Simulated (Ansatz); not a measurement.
ZnS (space group R3m)

```
ZnS
1.0
    1.89188     1.09228     9.29991
   -1.89188     1.09228     9.29991
    0.00000    -2.18456     9.29991
Zn S
3 3
Direct
  0.00001   0.00001   0.00001
  0.77770   0.77770   0.77770
  0.55543   0.55543   0.55543
  0.91674   0.91674   0.91674
  0.47217   0.47217   0.47217
  0.69460   0.69460   0.69460
```

The slice is a (-1 1 0 4) plane (indices of the conventional cell) through the point (0.555, 0.555, 0.555) (fractional), spanned by u = [1 0 -1] and v = [1 -1 1] in vectors of this cell: u (3.78 Å) and v (10.28 Å, at 90° to u). It covers one period; positions are fractions (u, v).

All values below come from PBEsol (plane waves to 420 eV, PAW, scalar-relativistic; Ansatz, an electronic-structure program). k mesh 10×10×10. Inside the PAW spheres the values are not all-electron values, and peaks at nuclei hang on which shells count as valence. This is one of several known forms of ZnS; the measured ambient cells at hand have space group No. 186 or 216. ZnS was relaxed with its symmetry unable to fall.

Task: Sketch the electrostatic potential energy of an electron, from the cell's mean on this plane as a map.

Result: 
| v \ u | 0.00 | 0.20 | 0.40 | 0.60 | 0.80 |
|---|---|---|---|---|---|
| 0.86 | 2.6 | 5.6 | 7.1 | 7.1 | 5.6 |
| 0.71 | 5.1 | 3.1 | x | x | 3.1 |
| 0.57 | 7.2 | 6.5 | 3.5 | 3.5 | 6.5 |
| 0.43 | x | 3.2 | 6.2 | 6.2 | 3.2 |
| 0.29 | -0.2 | 4.1 | 7.0 | 7.0 | 4.1 |
| 0.14 | 5.6 | 6.7 | 7.5 | 7.5 | 6.7 |
| 0.00 | x | x | 5.1 | 5.1 | x |

Values: electrostatic potential energy of an electron, from the cell's mean, in eV. Points within 1 Å of a nucleus are blanked (x), as the pseudised field means little there. Values under -1 eV are set to -1. The zero, the cell's mean, hangs on the PAW cores.
